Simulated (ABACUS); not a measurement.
Consider a self-consistent single point of a model cell of Rb2TlCrF6 (Fm-3m, 10 atoms in the cell; prototype structure).

```yaml
crystal:
  lattice:
    - [0.00000, 4.40280, 4.40280]
    - [4.40280, 0.00000, 4.40280]
    - [4.40280, 4.40280, 0.00000]
  atoms:
    - { symbol: Rb, position: [0.25000, 0.25000, 0.25000] }
    - { symbol: Rb, position: [0.75000, 0.75000, 0.75000] }
    - { symbol: Tl, position: [0.50000, 0.50000, 0.50000] }
    - { symbol: Cr, position: [0.00000, 0.00000, 0.00000], spin: 3.0 }
    - { symbol: F, position: [0.74910, 0.25090, 0.25090] }
    - { symbol: F, position: [0.25090, 0.74910, 0.74910] }
    - { symbol: F, position: [0.25090, 0.74910, 0.25090] }
    - { symbol: F, position: [0.74910, 0.25090, 0.74910] }
    - { symbol: F, position: [0.25090, 0.25090, 0.74910] }
    - { symbol: F, position: [0.74910, 0.74910, 0.25090] }
```
(The spins are starting values, not results.)

Computed with LDA (PW92), numerical atomic orbitals SZP (confined pseudo-atomic orbitals with Gaussian additions; energy shift 0.003 Ry), PseudoDojo 0.4 standard norm-conserving LDA (tails mended) pseudopotentials (ABACUS).

ABACUS settings:

```
key                                                                   value
---------------  ----------------------------------------------------------
basis                  SZP numerical atomic orbitals, energy shift 0.003 Ry
KPT                                                       Gamma 3 3 3 0 0 0
basis_type                                                             lcao
dft_functional                                                        PWLDA
ecutwfc                                                              100 Ry
smearing_method                                                          fd
smearing_sigma                                                0.00734986 Ry
nspin                                                                     2
potentials       PseudoDojo 0.4 standard norm-conserving LDA (tails mended)
symmetry                                                                  1
symmetry_prec                                                         1e-05
nbands                                                                   55
ks_solver                                                           genelpa
scf_nmax                                                                100
scf_thr                                                             1.0e-07
mixing_type                                                         broyden
mixing_beta                                                             0.4
```

Results:

- Number of valence electrons = 87
- Number of bands = 55
- Number of k-points after the program's reduction = 4
- Size of the basis = 121
- Number of SCF iterations = 18
- Free energy E − TS = -9564.2332 eV
- Fermi level (on the code's own zero) = 6.90 eV
- Pressure = -2.80 GPa
- Largest force (vector length) = 2.206 eV/Å
- Total moment of the cell = 4.17 μB

Forces (eV/Å):
| atom | Fx | Fy | Fz |
|---|---|---|---|
| Rb1 | 0.000 | 0.000 | 0.000 |
| Rb2 | 0.000 | 0.000 | 0.000 |
| Tl3 | 0.000 | 0.000 | 0.000 |
| Cr4 | 0.000 | 0.000 | 0.000 |
| F5 | -2.206 | 0.000 | 0.000 |
| F6 | 2.206 | 0.000 | 0.000 |
| F7 | 0.000 | -2.206 | 0.000 |
| F8 | 0.000 | 2.206 | 0.000 |
| F9 | 0.000 | 0.000 | -2.206 |
| F10 | 0.000 | 0.000 | 2.206 |

Stress (GPa, positive for compression):
```
-2.80   0.00   0.00
 0.00  -2.80   0.00
 0.00   0.00  -2.80
```

For comparison: a first run was changed to give this one (lattice scaled by 0.98), and from it to this one the free energy goes down by 30.9 meV/atom, the pressure goes from -6.25 to -2.80 GPa, the largest force goes from 1.849 to 2.206 eV/Å and the net moment stays at 0.42 μB/atom.

The cell was set up from a structure prototype or typed lattice constants and was not relaxed beforehand at this level. The atom-centred basis is finite, which shifts total energies, pressures and forces against plane waves. The run is spin-polarised and ends with a net moment of 4.17 μB in the cell. No Hubbard term acts on the open shells, so the gap and the state can differ from those of the real compound. Forces above 1 eV/Å remain at this geometry, of which the finite basis can carry a part. A single-zeta basis is rough, for pressures and forces above all. With one magnetic atom the cell allows parallel order alone; another order can lie lower. No clean gap shows at this smearing width and mesh (spacing up to 0.41 Å⁻¹); the mesh is coarse for partly filled bands, so the values carry mesh errors.

Cost on one core: about 5 core-minutes (a rough figure).

The atomic orbitals were generated for these runs; they are not ABACUS's published sets and were checked against plane waves on a few crystals only.

“Tails mended”: in these copies of the files the far tail of each local potential was reset to the Coulomb form.
